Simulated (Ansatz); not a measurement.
Calculated O-17 NMR of the central transition for CaAl2SiH4O8

Cell: an entry of the Crystallography Open Database (COD) whose atoms were relaxed with PBE, the cell held.

```
Ca Al Si H O
1.0
    -2.47600    2.47600   11.63750
     2.47600   -2.47600   11.63750
     2.47600    2.47600  -11.63750
Ca Al Si H O
2 4 2 8 16
Cartesian
  0.0000 2.4760 5.8187
  0.0000 0.0000 0.0000
  0.0000 2.4760 2.1061
  0.0000 0.0000 19.5624
  0.0000 0.0000 3.7126
  0.0000 2.4760 9.5314
  2.4760 0.0000 5.8187
  0.0000 0.0000 11.6375
  1.9049 0.9343 2.1207
  1.5417 1.9049 -3.6981
  0.5711 1.5417 13.7582
  0.9343 0.5711 7.9394
  3.0471 1.5417 3.6981
  0.9343 3.0471 -2.1207
  -0.5711 0.9343 15.3356
  1.5417 -0.5711 9.5168
  3.1434 1.2097 6.7160
  1.2663 3.1434 0.8973
  1.8086 -1.2097 6.7160
  1.2097 -0.6674 12.5348
  1.8086 1.2663 -0.8973
  3.6857 -0.6674 4.9215
  0.6674 1.2097 10.7402
  1.2663 0.6674 4.9215
  0.9411 0.8428 2.2037
  1.6332 0.9411 -3.6150
  1.5349 1.6332 13.8412
  0.8428 1.5349 8.0225
  1.5349 -0.8428 15.2525
  0.8428 4.0109 -2.2037
  0.9411 3.3188 3.6150
  1.6332 -1.5349 9.4338
```

Atom numbers follow the list; atoms alike are taken as one site, whose name carries the number of the first.

Method: Kohn–Sham DFT in Ansatz, PBE, plane waves and PAW, scalar-relativistic, 420 eV cutoff, Γ-centred 6×6×6 k-points, Fermi–Dirac smearing 0.02 eV.

O-17 has I = 5/2 and Q = -25.58 mb (Pyykkö 2018); at 35.2 T its Larmor frequency is ν₀ = 203.3 MHz. Only the quadrupole interaction is simulated: positions count from each site's isotropic chemical shift, and J coupling is left out, as are shift anisotropy and dipolar coupling, which fast spinning averages.

Task: Give C_Q, η, the quadrupolar product P_Q = |C_Q|(1 + η²/3)^½, the second-order isotropic shift and the breadth of the pattern (fast magic-angle spinning) for each O site.

Result: 

```tsv
site	first shell	C_Q (MHz)	η	P_Q (MHz)	δ_QIS (ppm)	breadth (kHz)
O17	1 Si at 1.65 Å, 1 Al at 1.87 Å, angle 135°; also 1 Ca at 2.38 Å	-3.95	0.19	3.98	-2.30	1.05
O25	1 H at 0.97 Å, 2 Al at 1.89–1.97 Å; also 1 Ca at 2.54 Å	-7.87	0.33	8.01	-9.32	4.36
```

δ_QIS = −(ν_Q²/30ν₀²)[I(I+1) − 3/4](1 + η²/3) × 10⁶ ppm with ν_Q = 3|C_Q|/[2I(2I−1)]; it falls as 1/B₀² in ppm, and the breadth as 1/B₀ in kHz.

At O25 V_zz points along its shortest bond, to H (within 5°).
